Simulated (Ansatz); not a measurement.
The following input was run with Ansatz 0.2.0.

```yaml
crystal:
  lattice:
    - [6.5213, 0.0, 0.0]
    - [0.0, 5.3508, 0.0]
    - [-2.5629972917, 0.0, 8.4379352239]
  atoms:
    - { symbol: C, position: [0.71758, 0.96416, 0.09316] }
    - { symbol: C, position: [0.28242, 0.46416, 0.40684] }
    - { symbol: C, position: [0.28242, 0.03584, 0.90684] }
    - { symbol: C, position: [0.71758, 0.53584, 0.59316] }
    - { symbol: C, position: [0.67132, 0.16286, 0.99697] }
    - { symbol: C, position: [0.32868, 0.66286, 0.50303] }
    - { symbol: C, position: [0.32868, 0.83714, 0.00303] }
    - { symbol: C, position: [0.67132, 0.33714, 0.49697] }
    - { symbol: C, position: [0.54937, 0.78437, 0.10223] }
    - { symbol: C, position: [0.45063, 0.28437, 0.39777] }
    - { symbol: C, position: [0.45063, 0.21563, 0.89777] }
    - { symbol: C, position: [0.54937, 0.71563, 0.60223] }
    - { symbol: O, position: [0.59095, 0.59949, 0.18545] }
    - { symbol: O, position: [0.40905, 0.09949, 0.31455] }
    - { symbol: O, position: [0.40905, 0.40051, 0.81455] }
    - { symbol: O, position: [0.59095, 0.90051, 0.68545] }
    - { symbol: F, position: [0.91392, 0.91592, 0.18294] }
    - { symbol: F, position: [0.08608, 0.41592, 0.31706] }
    - { symbol: F, position: [0.08608, 0.08408, 0.81706] }
    - { symbol: F, position: [0.91392, 0.58408, 0.68294] }
    - { symbol: F, position: [0.81823, 0.32514, 0.9839] }
    - { symbol: F, position: [0.18177, 0.82514, 0.5161] }
    - { symbol: F, position: [0.18177, 0.67486, 0.0161] }
    - { symbol: F, position: [0.81823, 0.17486, 0.4839] }
basis:
  ecutwfc: 420
kpoints:
  mp_grid: { grid: [6, 6, 4] }
hamiltonian:
  xc: pbe
  dispersion: d3bj
scf:
  occupations: { method: gaussian, width: 0.02 }
output:
  forces: true
  stress: true
  eigenvalues: true
  populations: true
```

Command:
```bash
ansatz run input.yaml --threads 4 --pin off --max-ram 9216MiB --backend cpu --events-out ev --progress --plain --runs-dir out
```

Theory: DFT PBE+D3(BJ), scalar-relativistic, plane waves, PAW (Ansatz).

Abridged output (final results; tables in files aren't shown):

```
SCF 1 converged in 8 iterations: F = -11735.340719 eV  dr2 = 7.30e-8
SCF converged after 8 iterations
Free energy (F): -11735.340719 eV
Harris-Foulkes:  -11735.340719 eV  (|F-HF|=3.56e-8)
Internal energy: -11735.340719 eV  (E = F + TS)
E sigma→0 (E₀):  -11735.340719 eV
Fermi energy:    2.028239 eV
--- Per-component energies (eV) ---
  E_band       = -1042.879370
  E_kinetic    = 3421.764806
  E_local      = -10038.988569  (includes V_loc(G=0)·N_el)
  E_nonlocal   = 1108.785970
  E_hartree    = 3550.414324
  E_xc         = -1491.593097
  E_vxc        = -1883.940606  (∫ρ·V_xc dr)
  E_paw        = -3427.241077  (= ΣΔE_a)
  E_vpaw       = -751.363287  (= ΣTr[D̂ρ^β])
  E_aug_tail   = 0.026232  (compensation charges beyond the density's cutoff)
  E_ewald      = -4856.696423
  E_disp       = -1.812884  (pairwise vdW)
  E_smearing   =  0.000000  (= −TS)
--- Forces (eV/Å), atoms counted from 1 ---
  atom   1  C     -0.03621581    -0.22330400     0.14841978
  atom   2  C      0.03621581    -0.22330400    -0.14841978
  atom   3  C      0.03621581     0.22330400    -0.14841978
  atom   4  C     -0.03621581     0.22330400     0.14841978
  atom   5  C     -0.04067032     0.27710460    -0.21169630
  atom   6  C      0.04067032     0.27710460     0.21169630
  atom   7  C      0.04067032    -0.27710460     0.21169630
  atom   8  C     -0.04067032    -0.27710460    -0.21169630
  atom   9  C      0.04365557     0.45674242    -0.29788441
  atom  10  C     -0.04365557     0.45674242     0.29788441
  atom  11  C     -0.04365557    -0.45674242     0.29788441
  atom  12  C      0.04365557    -0.45674242    -0.29788441
  atom  13  O      0.03869445    -0.60828994     0.44059729
  atom  14  O     -0.03869445    -0.60828994    -0.44059729
  atom  15  O     -0.03869445     0.60828994    -0.44059729
  atom  16  O      0.03869445     0.60828994     0.44059729
  atom  17  F      0.13582510    -0.05859334     0.12064341
  atom  18  F     -0.13582510    -0.05859334    -0.12064341
  atom  19  F     -0.13582510     0.05859334    -0.12064341
  atom  20  F      0.13582510     0.05859334     0.12064341
  atom  21  F      0.17175930     0.10204265    -0.00812712
  atom  22  F     -0.17175930     0.10204265     0.00812712
  atom  23  F     -0.17175930    -0.10204265     0.00812712
  atom  24  F      0.17175930    -0.10204265    -0.00812712
--- Stress (GPa, compression-positive) ---
        1.806524       0.000000       0.514200
        0.000000       3.203388       0.000000
        0.514208       0.000000       2.008636
  P = ⅓ Tr σ = 2.3395 GPa (23.395 kbar)
--- Band table (eV; the first three rows and the last of 56) ---
  k-point 0: bands = ["-24.4140", "-24.3403", "-24.3088", "-24.2739", "-24.0159", "-23.9923", "-23.9627", "-23.9490", "-19.5598", "-19.4524", "-19.4474", "-19.3583", "-14.3148", "-14.2294", "-12.1018", "-12.1001", "-10.5798", "-10.4122", "-8.9162", "-8.8567", "-8.6604", "-8.5341", "-7.2195", "-7.1349", "-6.9100", "-6.7611", "-6.6456", "-6.5963", "-6.2234", "-6.1569", "-5.3887", "-5.3793", "-5.3221", "-4.9937", "-4.9636", "-4.7561", "-4.4624", "-4.4064", "-4.1837", "-4.0086", "-3.9580", "-3.9160", "-3.8015", "-3.7746", "-3.0900", "-3.0368", "-2.7276", "-2.6691", "-2.6448", "-2.4526", "-2.4176", "-2.4054", "-2.1810", "-2.1728", "-2.0413", "-1.9916", "-0.2635", "0.4449", "0.5609", "0.6121", "0. ...
  k-point 1: bands = ["-24.4064", "-24.3584", "-24.2966", "-24.2761", "-24.0119", "-23.9952", "-23.9609", "-23.9512", "-19.5508", "-19.4899", "-19.4126", "-19.3646", "-14.3027", "-14.2423", "-12.1016", "-12.1004", "-10.5554", "-10.4369", "-8.9061", "-8.8643", "-8.6419", "-8.5523", "-7.2068", "-7.1475", "-6.9079", "-6.8097", "-6.6263", "-6.5846", "-6.2112", "-6.1646", "-5.3749", "-5.3318", "-5.3303", "-5.0392", "-4.9558", "-4.7897", "-4.4457", "-4.3948", "-4.1100", "-4.0631", "-4.0115", "-3.9224", "-3.7682", "-3.7600", "-3.0759", "-3.0343", "-2.7450", "-2.6924", "-2.6133", "-2.4578", "-2.4466", "-2.4149", "-2.1840", "-2.1785", "-2.0115", "-1.9878", "-0.1694", "0.3292", "0.5719", "0.6136", "0. ...
  k-point 2: bands = ["-24.3857", "-24.3857", "-24.2833", "-24.2833", "-24.0031", "-24.0031", "-23.9563", "-23.9563", "-19.5258", "-19.5258", "-19.3832", "-19.3832", "-14.2728", "-14.2728", "-12.1011", "-12.1011", "-10.4962", "-10.4962", "-8.8840", "-8.8840", "-8.5969", "-8.5969", "-7.1771", "-7.1771", "-6.8783", "-6.8783", "-6.5939", "-6.5939", "-6.1856", "-6.1856", "-5.3530", "-5.3530", "-5.1947", "-5.1947", "-4.8711", "-4.8711", "-4.4030", "-4.4030", "-4.0816", "-4.0816", "-3.9916", "-3.9916", "-3.7460", "-3.7460", "-3.0464", "-3.0464", "-2.7383", "-2.7383", "-2.5415", "-2.5415", "-2.4326", "-2.4326", "-2.1817", "-2.1817", "-1.9866", "-1.9866", "0.0692", "0.0692", "0.6021", "0.6021", "0.6 ...
  k-point 55: bands = ["-24.3295", "-24.3295", "-24.3212", "-24.3212", "-24.0036", "-24.0036", "-23.9760", "-23.9760", "-19.4630", "-19.4630", "-19.4416", "-19.4416", "-14.3102", "-14.3102", "-12.1172", "-12.1172", "-10.4208", "-10.4208", "-8.8822", "-8.8822", "-8.5600", "-8.5600", "-7.2362", "-7.2362", "-6.7856", "-6.7856", "-6.5733", "-6.5733", "-6.2535", "-6.2535", "-5.6311", "-5.6311", "-5.4660", "-5.4660", "-4.5985", "-4.5985", "-4.2982", "-4.2982", "-3.9278", "-3.9278", "-3.9234", "-3.9234", "-3.6008", "-3.6008", "-3.0123", "-3.0123", "-2.8700", "-2.8700", "-2.5761", "-2.5761", "-2.4442", "-2.4442", "-2.1455", "-2.1455", "-2.1152", "-2.1152", "0.2950", "0.2950", "0.6055", "0.6055", "0. ...
--- Löwdin populations: 24 sites ---
  site symbol q [e]
     0      C      3.6826
     1      C      3.6826
     2      C      3.6826
     3      C      3.6826
     4      C      3.6818
     5      C      3.6818
     6      C      3.6818
     7      C      3.6818
     8      C      3.6139
     9      C      3.6139
    10      C      3.6139
    11      C      3.6139
    12      O      6.3305
    13      O      6.3305
    14      O      6.3305
    15      O      6.3305
    16      F      7.1685
    17      F      7.1685
    18      F      7.1685
    19      F      7.1685
    20      F      7.1739
    21      F      7.1739
    22      F      7.1739
    23      F      7.1739
  spilling = 0.010899 (of n_electrons = 128.000000)
```

The run converged.

It took 30 s on 4 threads of Intel(R) Xeon(R) Platinum 8375C CPU @ 2.90GHz (Ice Lake), with other jobs on the host, peak memory 1.5 GiB.